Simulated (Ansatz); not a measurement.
**Two states of FeCuSO**

```
Cu S Fe O
1.0
     3.79708    0.00000    0.00000
     0.00000    3.79708    0.00000
     0.00000    0.00000    8.58887
Cu S Fe O
2 2 2 2
Cartesian
  2.8478 0.9493 4.2944
  0.9493 2.8478 4.2944
  0.9493 0.9493 2.9563
  2.8478 2.8478 5.6326
  0.9493 2.8478 0.0000
  2.8478 0.9493 0.0000
  0.9493 0.9493 7.9499
  2.8478 2.8478 0.6390
```

Single point in Ansatz 0.2.0 with PBE, with U_eff = 4.56 eV on Fe d (atomic projectors). Cutoff 420 eV, PAW datasets, 6×6×3 Γ-centred k mesh, fermi-dirac filling (width 0.1 eV).

State A: Fe5 down, Fe6 down (collinear spin). State B: Fe5 down, Fe6 up (collinear spin).

Problem. Which state is lower, and how do they differ?

Solution. State B is lower by 36.2 meV an atom at zero smearing.

```
state  free energy (meV/atom)  largest moment in a small sphere (μB)  net moment (μB/cell)  gap on mesh (eV)  pressure (GPa)  largest force (eV/Å)
    A                    36.4                                   3.38                  8.34             metal             6.2                  0.21
    B                     0.0                                   3.29                  0.00             metal             4.8                  0.30
```

Origin: a database entry at a rescaled volume. Caveats: another magnetic order, which this cell may not hold, can open a gap.
